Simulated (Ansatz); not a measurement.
## Fields on a plane of PbSe (rock salt)

```
CELL_PARAMETERS angstrom
      0.00000     3.08901     3.08901
      3.08901     0.00000     3.08901
      3.08901     3.08901     0.00000
ATOMIC_POSITIONS crystal
  Se 0.00000 0.00000 0.00000
  Pb 0.50000 0.50000 0.50000
```

The slice is a {100} plane (indices of the conventional cell) through the point (0.500, 0.500, 0.500) (fractional), spanned by u = [100] and v = [0 1 -1] in vectors of this cell: u (4.37 Å) and v (4.37 Å, at 90° to u). It covers one period; positions are fractions (u, v).

Atoms on it: Se at (0.50, 0.50); Pb at (0.00, 0.00).

Calculation: r2SCAN (plane waves to 500 eV, PAW, scalar-relativistic; Ansatz, a program for electronic structure). k mesh 9×9×9. Near the nuclei the fields are pseudised (PAW); where an atom keeps semicore shells as valence, they peak there. PbSe was relaxed with its symmetry unable to fall. Spin-orbit coupling is left out, though Pb is heavy.

```tsv
v \ u	0.00	0.11	0.21	0.32	0.43	0.54	0.64	0.75	0.86	0.96
0.93	x	x	x	2.3	5.8	6.2	4.1	<-2.0	x	x
0.86	x	x	<-2.0	3.5	5.7	5.8	4.6	-0.7	x	x
0.79	x	<-2.0	0.6	4.1	3.7	3.5	4.2	2.3	<-2.0	x
0.71	-1.0	0.7	3.5	2.2	x	x	0.3	3.7	1.8	-0.8
0.64	3.7	4.4	4.2	x	x	x	x	3.0	4.6	3.8
0.57	5.7	5.8	3.7	x	x	x	x	0.9	5.7	5.7
0.50	6.2	6.2	3.3	x	x	x	x	-0.5	5.9	6.2
0.43	5.7	5.8	3.7	x	x	x	x	0.9	5.7	5.7
0.36	3.7	4.4	4.2	x	x	x	x	3.0	4.6	3.8
0.29	-1.0	0.7	3.5	2.2	x	x	0.3	3.7	1.8	-0.8
0.21	x	<-2.0	0.6	4.1	3.7	3.5	4.2	2.3	<-2.0	x
0.14	x	x	<-2.0	3.5	5.7	5.8	4.6	-0.7	x	x
0.07	x	x	x	2.3	5.8	6.2	4.1	<-2.0	x	x
0.00	x	x	x	1.7	5.7	6.1	3.8	<-2.0	x	x
```

Values: electrostatic potential energy of an electron, from the cell's mean, in eV. Points within 1 Å of a nucleus are blanked (x), as the pseudised field means little there. Values under -2 eV are set to -2. The zero, the cell's mean, hangs on the PAW cores.

```
v \ u  0.00  0.11  0.21  0.32  0.43  0.54  0.64  0.75  0.86  0.96
-----  ----  ----  ----  ----  ----  ----  ----  ----  ----  ----
0.86    0.5   0.2  -0.4  -0.8  -0.9  -0.9  -0.9  -0.6   0.0   0.5
0.71   -0.6  -0.7  -0.7  -0.5  -0.2  -0.2  -0.4  -0.7  -0.7  -0.6
0.57   -1.3  -1.1  -0.6  -0.1   0.9   1.2   0.2  -0.4  -0.9  -1.3
0.43   -1.3  -1.1  -0.6  -0.1   0.9   1.2   0.2  -0.4  -0.9  -1.3
0.29   -0.6  -0.7  -0.7  -0.5  -0.2  -0.2  -0.4  -0.7  -0.7  -0.6
0.14    0.5   0.2  -0.4  -0.8  -0.9  -0.9  -0.9  -0.6   0.0   0.5
0.00    1.0   0.7  -0.1  -0.9  -1.3  -1.3  -1.0  -0.4   0.5   1.0
```

Values: log₁₀ of the valence density in e/Å³. The scale is logarithmic, as a density can span decades between atoms and voids.

The density on the Se–Pb line (3.09 Å) at its midpoint is 0.20 e/Å³ and the ELF at that point is 0.28.
